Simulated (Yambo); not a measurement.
# How GW settings move the gap: Na2CO3

G0W0@LDA for Na2CO3 (space group P6_3/mmc, No. 194) in Yambo. Reference settings: 3×3×2 Γ-centred k mesh, bands 5 to 220 and a 7 Ry block in the screening, 220 bands in G with the Bruneval-Gonze terminator, plasmon pole fitted at 27.2 eV. The LDA gap Γ → Γ on this mesh is 3.14 eV; G0W0 gaps are taken between the same points.

```tsv
change from the reference	G0W0 gap Γ → Γ (eV)	shift of the valence edge (eV)	rough Yambo cost
reference settings	6.28	-1.70	1
148 bands in W, 148 bands in G	6.32	-1.63	within a factor of two
93 bands in G	6.30	-1.68	–
3 Ry block	6.27	-1.79	within a factor of two
1 Ry block	7.12	-2.57	within a factor of two
6 Ry block	6.23	-1.67	within a factor of two
pole fitted at 10 eV	6.23	-1.58	–
no random integration	6.16	-1.46	–
93 bands in G, no terminator	5.89	-1.02	–
148 bands in G, no terminator	6.01	-1.28	–
no terminator	6.13	-1.46	–
```

The reference isn't shown to be the converged limit. Costs are rough (shared machines), scaled to the same edge states, and given only for runs that recompute the screening.

Geometry of the Materials Project entry, not relaxed at this level; primitive cell a = b = 5.211 Å, c = 6.073 Å, α = β = 90.00°, γ = 120.00°.

The structure is a Materials Project entry; no match was found in the copy of COD used, and its stability was not checked.

A shift is the quasiparticle energy of the state minus its LDA energy.
